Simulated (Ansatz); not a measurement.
Si: energy along a strain

Si, P6_3/mmc, a = 3.831 Å, c = 6.333 Å (as given, not relaxed at this level: 0.2 GPa). This isn't the element's structure at ambient conditions. Ansatz: r2SCAN, PAW, 500 eV, Γ-centred 12×12×6 mesh on 4 atoms, Gaussian smearing 0.05 eV; no spin polarisation. Cell vectors (Å): 3.831 0.000 0.000; -1.916 3.318 0.000; 0.000 0.000 6.333. The cell is strained by x per cent times the pattern (0 1 0 0 0 0) in the order xx yy zz yz xz xy (engineering shears), with fractional coordinates held. y is the free energy over the start, V0 = 20.126 Å³/atom. Points with a strain past 8.5 % were computed too (5) and aren't used here.

| x (%) | y (meV/atom) |
| --- | --- |
| -7.50 | ? |
| -3.75 | 22.51 |
| 0.00 | 0.00 |
| 3.75 | 18.04 |
| 7.50 | 67.08 |

Fit y = c2 x² + c3 x³ to the other rows, get the stiffness along the pattern, and predict the missing energy.

Least squares on the rows shown. y = 1.4552 x² − 0.035241 x³. The clamped-ion stiffness p·C·p = 2 × 14.55 eV × 160.2 / 20.126 Å³ = 232 GPa, which is C22 in these axes. At x = -7.50 the fit asked for gives 96.72 meV/atom. The run gave 97.36 meV/atom, so the fit is 0.64 meV/atom too low, within twice the rms miss on the fitted rows (0.35 meV/atom). The form still works here, 33 % of the fitted range beyond its end. Note that the gap is closed there and open in the run one row down.

Cost: 10 runs of about 3.9 core-minutes in all, on Arm Neoverse V2 (shared hosts).